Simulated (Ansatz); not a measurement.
K₂Se₂O₇: field gradients at two levels of theory

Cell: a computed structure from the Materials Project (it need not be an observed phase).

Space group C2/c (No. 15); a = 12.8292, b = 7.5414, c = 7.4904 Å, β = 93.41°.

```
site  Wyckoff  site symmetry       x       y       z
   K       8f              1  0.6463  0.1473  0.3648
  Se       8f              1  0.6060  0.6792  0.3711
  O9       8f              1  0.5547  0.7995  0.5239
 O13       8f              1  0.6618  0.8029  0.2260
 O17       8f              1  0.1755  0.0115  0.4432
 O21       4e              2  0.5000  0.5648  0.2500
```

One atom of each set is listed; the run and its k-mesh use a cell of 22 atoms with edges of 7.44, 7.44, 7.49 Å.

First run. Level of theory: DFT, PBE, plane waves and PAW, scalar-relativistic, 420 eV cutoff, Γ-centred 4×4×3 k-points, Fermi–Dirac smearing 0.02 eV (Ansatz 0.2.0).

| site | V_zz (10²¹ V/m²) | η |
| --- | --- | --- |
| K | -0.89 | 0.88 |
| Se | 13.42 | 0.08 |
| O9 | 17.55 | 0.15 |
| O13 | 17.37 | 0.11 |
| O17 | 17.77 | 0.18 |
| O21 | 15.88 | 0.90 |

Second run. The same atoms and settings, except that the functional is r2SCAN and the cutoff is 500 eV.

Problem. What does the second run give?

Solution. 

| site | V_zz | η | change of V_zz |
| --- | --- | --- | --- |
| K | -0.94 | 0.83 | -0.05 |
| Se | 15.09 | 0.09 | +1.67 |
| O9 | 18.14 | 0.15 | +0.59 |
| O13 | 17.99 | 0.12 | +0.62 |
| O17 | 18.34 | 0.17 | +0.57 |
| O21 | 16.41 | 0.90 | +0.53 |

The largest change of V_zz is on Se, from 13.42 to 15.09. In per cent, |V_zz| changes by +5 on K, +12 on Se, +3 to +4 on O (all sites that start above 0.5).

For the first run: The largest force is 0.5 eV/Å, so the atoms aren't at the calculated equilibrium and relaxing them would move these values.
For the second run: The largest force is 0.4 eV/Å, so the atoms aren't at the calculated equilibrium and relaxing them would move these values.
